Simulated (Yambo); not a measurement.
A G0W0@PBEsol run in Yambo for RbHgF$_{3}$ (cubic perovskite, space group Pm-3m, No. 221) (2×2×2 Γ-centred k mesh, bands 9 to 286 and a 7 Ry block in the screening, 286 bands in G with the Bruneval-Gonze terminator, plasmon pole fitted at 27.2 eV) gives these matrix elements, in eV, at the band edges (R → Γ):

```
state               E0    <Vxc>     <Σx>  <Σc(E0)>      Z
---------------  -----  -------  -------  --------  -----
valence edge     0.000  -24.756  -30.162     4.202  0.801
conduction edge  0.349  -13.175   -8.930    -3.169  0.847
```

Question: Solve the linearised quasiparticle equation for both states, give the gap, and say how exchange and correlation each act on it.

Answer: E = E0 + Z(Σx + Σc − Vxc). Valence: 0.000 + 0.801 × (-30.162 + (4.202) − (-24.756)) = -0.97 eV. Conduction: 0.349 + 0.847 × (-8.930 + (-3.169) − (-13.175)) = 1.26 eV. The gap is 2.22 eV, against 0.35 eV in PBEsol. Replacing Vxc by bare exchange alone would open it by 9.65 eV; correlation takes back 7.37 eV of that, and Z scales what is left. Nearest settings tried, and what they do to the gap: 120 bands in G: +49 meV; 6 Ry block (179 vectors against 251): -3 meV. Not varied: bands in W, mesh. So the settings aren't converged at that level. The k mesh is coarse. The cell is held in this high symmetry; tilts and polar distortions were not searched.

Spin-orbit coupling is included.

Geometry of the Materials Project entry, not relaxed at this level; primitive cell a = b = c = 4.5492 Å, α = β = γ = 90.00°.
